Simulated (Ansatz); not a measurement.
Compressing ScPd$_{3}$: a fit and a missing row

ScPd$_{3}$, Pm-3m, a = 3.974 Å. The structure is a COD entry; whether it is the stable form wasn't checked. Ansatz: r2SCAN, PAW, 500 eV, Γ-centred 10×10×10 mesh on 4 atoms, Gaussian smearing 0.10 eV; no spin polarisation. Symmetry fixes shape and atoms, so the cell is only scaled; pressure is positive in compression.

```tsv
V (Å³/atom)	P (GPa)
13.810	?
14.281	18.89
14.751	11.44
15.222	5.21
15.693	-0.02
16.164	-4.40
16.634	-8.06
17.262	-12.02
```

Problem. Take V0 = 15.693 Å³/atom, count pressures from its P0 = -0.02 GPa, fit the third-order Birch–Murnaghan form to the other rows, and predict the missing pressure.

Solution. With the Eulerian strain f = ½[(V0/V)^(2/3) − 1] and y = (P − P0)/[3f(1 + 2f)^(5/2)], the form is the line y = B0 + 1.5 B0 (B0′ − 4) f. Rows (f, y): 0.03244, 166.0; 0.02107, 163.5; 0.01026, 161.5; -0.00976, 157.1; -0.01904, 155.1; -0.03078, 152.3. Means f = 0.0006983, y = 159.25; Σ(Δf)² = 0.003004, ΣΔfΔy = 0.6455; the slope is their ratio. y = 159.1 + 214.9 f GPa, so B0 = 159.1 GPa and B0′ = 4 + 2 × (214.9)/(3 × 159.1) = 4.90. At V = 13.810, f = 0.04448, y = 168.66 and P = 27.83 GPa. The run gave 27.81 GPa, so the fit is 0.02 GPa too high, a small miss on the scale of the series.

Cost: 8 runs of about 3.3 core-minutes in all, on Arm Neoverse V1 (shared hosts).